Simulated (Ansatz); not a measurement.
Zone-centre phonons of MgO2: input and output

Computed with DFT LDA, scalar-relativistic, plane waves, PAW in Ansatz.

Launched with:
```bash
ansatz run input.yaml --threads 4 --pin off --max-ram 12288MiB --backend cpu --events-out ev --progress --plain --runs-dir out
```

Input (bare energies are in eV):
```yaml
crystal:
  lattice:
    - [4.7735647864, 0.0, 0.0]
    - [0.0, 4.7735647864, 0.0]
    - [0.0, 0.0, 4.7735647864]
  atoms:
    - { symbol: Mg, position: [0.0, 0.5, 0.5] }
    - { symbol: Mg, position: [0.5, 0.5, 0.0] }
    - { symbol: Mg, position: [0.5, 0.0, 0.5] }
    - { symbol: Mg, position: [0.0, 0.0, 0.0] }
    - { symbol: O, position: [0.4114455775, 0.0885544225, 0.9114455775] }
    - { symbol: O, position: [0.0885544225, 0.9114455775, 0.4114455775] }
    - { symbol: O, position: [0.9114455775, 0.4114455775, 0.0885544225] }
    - { symbol: O, position: [0.5885544225, 0.5885544225, 0.5885544225] }
    - { symbol: O, position: [0.4114455775, 0.4114455775, 0.4114455775] }
    - { symbol: O, position: [0.0885544225, 0.5885544225, 0.9114455775] }
    - { symbol: O, position: [0.9114455775, 0.0885544225, 0.5885544225] }
    - { symbol: O, position: [0.5885544225, 0.9114455775, 0.0885544225] }
basis:
  ecutwfc: 420
kpoints:
  mp_grid: { grid: [6, 6, 6] }
hamiltonian:
  xc: lda
scf:
  occupations: { method: fixed }
output:
  eigenvalues: true
phonons:
  method: dfpt
  dielectric: true
  rigid_motions: translations
```

The end of the output:
```
--- Phonons (Γ-DFPT): 2 representative perturbations + reference, on 112 of 216 k-points (Σ response iterations 7) ---
  k mesh reduced under 1 symmetry operation, with k and −k counted as one. Each operation leaves every solved perturbation unchanged. A smaller set is not considered because the run solves the response ...
  ASR residual: 4.409e-5 → 0.000e0 eV/Å²; symmetrization residual: 4.009e-6 eV/Å²
  ASR residual per site (eV/Å²): 2.17e-5 2.17e-5 2.17e-5 2.17e-5 4.41e-5 4.41e-5 4.41e-5 4.41e-5 4.41e-5 4.41e-5 4.41e-5 4.41e-5
  Γ frequencies (cm⁻¹): 0.00 0.00 0.00 219.61 219.61 221.27 221.27 221.27 236.42 335.08 335.08 335.08 382.61 396.17 396.17 396.17 416.00 416.00 416.00 442.29 442.29 442.29 442.84 442.84 457.37 457.37 472.43 472.43 472.43 474.32 474.32 ...
  ε∞ (high-frequency dielectric tensor):
        3.042526    -0.000000     0.000000
       -0.000000     3.042526     0.000000
        0.000000     0.000000     3.042526
  ε⁰ (static dielectric tensor: ions relaxed, cell fixed):
        6.331850     0.000000     0.000000
        0.000000     6.331850     0.000000
        0.000000     0.000000     6.331850
  ε⁰ − ε∞ (ionic part):
        3.289324     0.000000     0.000000
        0.000000     3.289324     0.000000
        0.000000     0.000000     3.289324
  softest optical mode at Γ: 219.61 cm⁻¹; the repairs (sum rule, projections) moved no ω² at Γ by more than (1.95 cm⁻¹)²
  Born effective charges Z* (e; rows j = field, columns β = displacement):
    site 0:
         2.01866   -0.15955   -0.09477
         0.09477    2.01866   -0.15955
         0.15955    0.09477    2.01866
    site 1:
         2.01866   -0.15955    0.09477
         0.09477    2.01866    0.15955
        -0.15955   -0.09477    2.01866
    site 2:
         2.01866    0.15955    0.09477
        -0.09477    2.01866   -0.15955
        -0.15955    0.09477    2.01866
    site 3:
         2.01866    0.15955   -0.09477
        -0.09477    2.01866    0.15955
         0.15955   -0.09477    2.01866
    site 4:
        -1.00933   -0.08444    0.05680
        -0.05680   -1.00933   -0.08444
         0.08444   -0.05680   -1.00933
    site 5:
        -1.00933   -0.08444   -0.05680
        -0.05680   -1.00933    0.08444
        -0.08444    0.05680   -1.00933
    site 6:
        -1.00933    0.08444   -0.05680
         0.05680   -1.00933   -0.08444
        -0.08444   -0.05680   -1.00933
    site 7:
        -1.00933    0.08444    0.05680
         0.05680   -1.00933    0.08444
         0.08444    0.05680   -1.00933
    site 8:
        -1.00933    0.08444    0.05680
         0.05680   -1.00933    0.08444
         0.08444    0.05680   -1.00933
    site 9:
        -1.00933    0.08444   -0.05680
         0.05680   -1.00933   -0.08444
        -0.08444   -0.05680   -1.00933
    site 10:
        -1.00933   -0.08444   -0.05680
        -0.05680   -1.00933    0.08444
        -0.08444    0.05680   -1.00933
    site 11:
        -1.00933   -0.08444    0.05680
        -0.05680   -1.00933   -0.08444
         0.08444   -0.05680   -1.00933
  Z* charge neutrality: 8.775e-6 e pre-enforcement
  k-mesh period / interband length: 28.6 Å / 0.89 Å = 32.02 at k = (0.0000, 0.0000, 0.3333), direct gap 4.268 eV — 14 or more, which is no proof of convergence
  optical modes at Γ without the LO–TO term, one row a degenerate level:
      ω (cm⁻¹) modes IR ((D/Å)²/amu)
        219.61      2             0.0000
        221.27      3             1.8886
        236.42      1             0.0000
        335.08      3             9.5581
        382.61      1             0.0000
        396.17      3            20.1087
        416.00      3             0.0000
        442.29      3            37.9758
        442.84      2             0.0000
        457.37      2             0.0000
        472.43      3             0.0000
        474.32      3            12.8931
        919.28      3             0.0000
        931.06      1             0.0000
  optical modes at Γ + LO–TO along q̂ = [1.0000, 0.0000, 0.0000]:
      ω (cm⁻¹) modes IR ((D/Å)²/amu)
        219.61      2             0.0000
        221.27      2             1.2591
        224.97      1             0.1030
        236.42      1             0.0000
        335.08      2             6.3720
        344.03      1             0.2581
        382.61      1             0.0000
        396.17      2            13.4058
        409.55      1             0.3156
        416.00      3             0.0000
        442.29      2            25.3172
        442.84      2             0.0000
        457.37      2             0.0000
        466.30      1             0.2310
        472.43      3             0.0000
        474.32      2             8.5954
        601.42      1            26.5671
        919.28      3             0.0000
        931.06      1             0.0000
  optical modes at Γ + LO–TO along q̂ = [0.0000, 1.0000, 0.0000]:
      ω (cm⁻¹) modes IR ((D/Å)²/amu)
        219.61      2             0.0000
        221.27      2             1.2591
        224.97      1             0.1030
        236.42      1             0.0000
        335.08      2             6.3720
        344.03      1             0.2581
        382.61      1             0.0000
        396.17      2            13.4058
        409.55      1             0.3156
        416.00      3             0.0000
        442.29      2            25.3172
        442.84      2             0.0000
        457.37      2             0.0000
        466.30      1             0.2310
        472.43      3             0.0000
        474.32      2             8.5954
        601.42      1            26.5671
        919.28      3             0.0000
        931.06      1             0.0000
  optical modes at Γ + LO–TO along q̂ = [0.0000, 0.0000, 1.0000]:
      ω (cm⁻¹) modes IR ((D/Å)²/amu)
        219.61      2             0.0000
        221.27      2             1.2591
        224.97      1             0.1030
        236.42      1             0.0000
        335.08      2             6.3720
        344.03      1             0.2581
        382.61      1             0.0000
        396.17      2            13.4058
        409.55      1             0.3156
        416.00      3             0.0000
        442.29      2            25.3172
        442.84      2             0.0000
        457.37      2             0.0000
        466.30      1             0.2310
        472.43      3             0.0000
        474.32      2             8.5954
        601.42      1            26.5671
        919.28      3             0.0000
        931.06      1             0.0000
```

It took 3 min on 4 threads of Intel(R) Xeon(R) Processor @ 2.50GHz (Skylake/Cascade Lake), with other jobs on the host, peak memory 2.6 GiB.